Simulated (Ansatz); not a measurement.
Total density of states per atom from the program Ansatz at the LDA level (PAW), in 0.25 eV bins, energy from the Fermi level:

| E (eV) | states/eV/atom |
|---|---|
| -7.85 | 0.03 |
| -7.60 | 0.04 |
| -7.35 | 0.06 |
| -7.10 | 0.07 |
| -6.85 | 0.08 |
| -6.60 | 0.10 |
| -6.35 | 0.12 |
| -6.10 | 0.15 |
| -5.85 | 0.32 |
| -5.60 | 0.58 |
| -5.35 | 0.66 |
| -5.10 | 0.77 |
| -4.85 | 0.96 |
| -4.60 | 0.90 |
| -4.35 | 1.20 |
| -4.10 | 1.29 |
| -3.85 | 1.03 |
| -3.60 | 0.81 |
| -3.35 | 1.80 |
| -3.10 | 1.87 |
| -2.85 | 1.31 |
| -2.60 | 1.18 |
| -2.35 | 1.48 |
| -2.10 | 1.84 |
| -1.85 | 1.62 |
| -1.60 | 0.98 |
| -1.35 | 0.94 |
| -1.10 | 0.81 |
| -0.85 | 0.32 |
| -0.60 | 0.26 |
| -0.35 | 0.23 |
| -0.10 | 0.22 |
| 0.15 | 0.23 |
| 0.40 | 0.27 |
| 0.65 | 0.85 |
| 0.90 | 1.43 |
| 1.15 | 1.36 |
| 1.40 | 1.35 |
| 1.65 | 1.47 |
| 1.90 | 1.26 |
| 2.15 | 1.27 |
| 2.40 | 1.69 |
| 2.65 | 0.79 |
| 2.90 | 0.53 |
| 3.15 | 0.41 |
| 3.40 | 0.36 |
| 3.65 | 0.42 |
| 3.90 | 0.48 |
| 4.15 | 0.66 |
| 4.40 | 0.92 |
| 4.65 | 1.00 |

Task: Which of these materials gives this?
(A) ZrOs, CsCl type
(B) ZrB2, P6/mmm (Zr on 1a, B on 2d)
(C) MgTe, CsCl type
(D) GaSe, R3m (Ga on 3a, Ga on 3a, Se on 3a, Se on 3a)

Result: A, ZrOs, CsCl type. Within 0.5 eV of the Fermi level: Zr 4d 44 %, Os 5d 38 %, outside the projected shells 9 %. Projections are on Löwdin-orthogonalised atomic valence shells; empty p or d shells of many metals are not among them.

Space group Pm-3m (CsCl type). The first step of the workflow began from a Materials Project structure, measured or hypothetical; the Crystallography Open Database files this formula in space group No. 221, but the cells were not matched. Its standing as an ambient phase is unchecked. Symmetry was held in the LDA relaxation; of distortions, only those at the zone centre were tested. No spin polarisation was allowed. Scalar-relativistic: spin–orbit coupling is off unless named, which matters more the heavier the elements.

Potentials: the later of the program's two PAW sets.
